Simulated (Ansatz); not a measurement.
# CdI2-type YbI2: what the numbers say

Level of theory: DFT, PBEsol, scalar-relativistic, no spin polarisation; plane waves to 420 eV with PAW datasets (Ansatz 0.2.0), Γ-centred 8×8×6 mesh, 0.05 eV Gaussian smearing; PAW files: Ansatz's generated set soft_2.

The structure was built from a prototype; whether the compound forms in it isn't claimed.

The relaxed structure (symmetry read at 0.01 Å). The structure is trigonal, space group P-3m1 (No. 164). Conventional cell: a = 4.358 Å, b = 4.358 Å, c = 7.117 Å, α = 90.00°, β = 90.00°, γ = 120.00°. Yb (site symmetry -3m) is surrounded by 6 I at 3.08 Å. I (site symmetry 3m) is surrounded by 3 Yb at 3.08 Å. (Shells end 15 % past the nearest neighbour.)

**Question.** Should it be a metal or an insulator?

**Answer.** Formal charges Yb²⁺, I⁻ balance and leave closed shells on every ion, so a band insulator is expected, and the gap is 0.67 eV.

**Question.** What kind of gap is it?

**Answer.** It is indirect by only 0.04 eV, as good as direct: 0.67 eV. Within 0.6 eV of the edges the projected states are 99 % Yb 4f at the top of the valence band and 82 % Yb 5d at the bottom of the conduction band. The gap runs from the occupied 4f levels to the empty 5d band of the same element.

**Question.** What fixes the bond lengths?

**Answer.** Shannon's ionic radii give a check on the bond lengths: Yb²⁺ with 6 neighbours 1.02 Å + I⁻ 2.20 Å (six-fold value) = 3.22 Å against a computed mean of 3.08 Å. The largest miss is -4 %; bonds shorter than the sum are usual where the bond is partly covalent, as with large, soft anions.

All results together:

| Quantity | Value |
| --- | --- |
| Volume | 39.03 Å³/atom |
| Band gap | 0.67 eV |
| Smallest direct gap | 0.72 eV |
| f electrons (orthogonalised atomic orbitals) | Yb 13.94 |
| Formation energy from the elements (0 K, uncorrected) | -1.50 eV/atom |

No spin–orbit coupling, a notable omission for heavy elements. The structure is built of weakly bound layers, and this functional has no dispersion term, so their spacing and all that hangs on it (volume, the soft elastic constants, low modes, dielectric constants) are poorly given.
